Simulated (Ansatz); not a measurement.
Polymorphs of Zr, each relaxed with PBEsol in the plane-wave PAW code Ansatz:

A: diamond (Fd-3m)
a = b = c = 6.1389 Å, α = β = γ = 90.00°

```tsv
atom	site	symmetry	x	y	z
Zr	8b	-43m	0.5000	0.5000	0.5000
```

B: hcp (Mg type) (P6_3/mmc)
a = b = 3.1838 Å, c = 5.1186 Å, α = β = 90.00°, γ = 120.00°

```tsv
atom	site	symmetry	x	y	z
Zr	2c	-6m2	0.3333	0.6667	0.2500
```

Problem. Order them by energy per atom at 0 K (lowest first) at the level PBEsol.

Solution. B (+0 meV/atom), A (+2443 meV/atom)

Typed or built starts, not in the databases checked: A. Not the usual ambient phase: A. All cells were relaxed under the symmetry of their starts (and spin orders); stability against distortions was not tested throughout. Named crystals with no word on spin ran without spin polarisation. Spin–orbit coupling is left out wherever it is not named.

Energies hold the estimated change up to a 700 eV cutoff; steps of a few meV lie near the error of the meshes.

Potentials: the earlier of the program's two PAW sets. The files were generated under PBE; for other functionals the program regenerates the frozen cores, and for LDA and PBEsol the local potential too.
